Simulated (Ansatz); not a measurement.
Here is the system:

Ga2BiAs:
```
CELL_PARAMETERS angstrom
      4.22694     0.00000     0.00000
      0.00000     4.22694     0.00000
      0.00000     0.00000     6.03236
ATOMIC_POSITIONS crystal
  Ga 0.50000 0.00000 0.72503
  Ga 0.00000 0.50000 0.27497
  Bi 0.00000 0.00000 0.00000
  As 0.50000 0.50000 0.50000
```

This is the PBEsol-relaxed structure.

All from plane-wave PAW PBEsol (Ansatz code), unless another level is named. Give the bulk modulus (Birch–Murnaghan fit).

52.1 GPa.

Next, the highest zone-centre frequency?

223 cm⁻¹.

Space group P-4m2. The workflow started from a Materials Project entry (that database holds measured and hypothetical structures alike); the Crystallography Open Database copy checked does not list it. Its standing as an ambient phase is unchecked. The cell was relaxed with PBEsol under the symmetry of its start; of distortions, only those at the zone centre were tested. A small band overlap can be real or an error of a semilocal functional. As this level gives no gap, phonon frequencies hold no LO–TO term and depend on the k-mesh and smearing (Fermi–Dirac, 0.1 eV here). Spin–orbit coupling is left out wherever it is not named.

Potentials: the later of the program's two PAW sets.
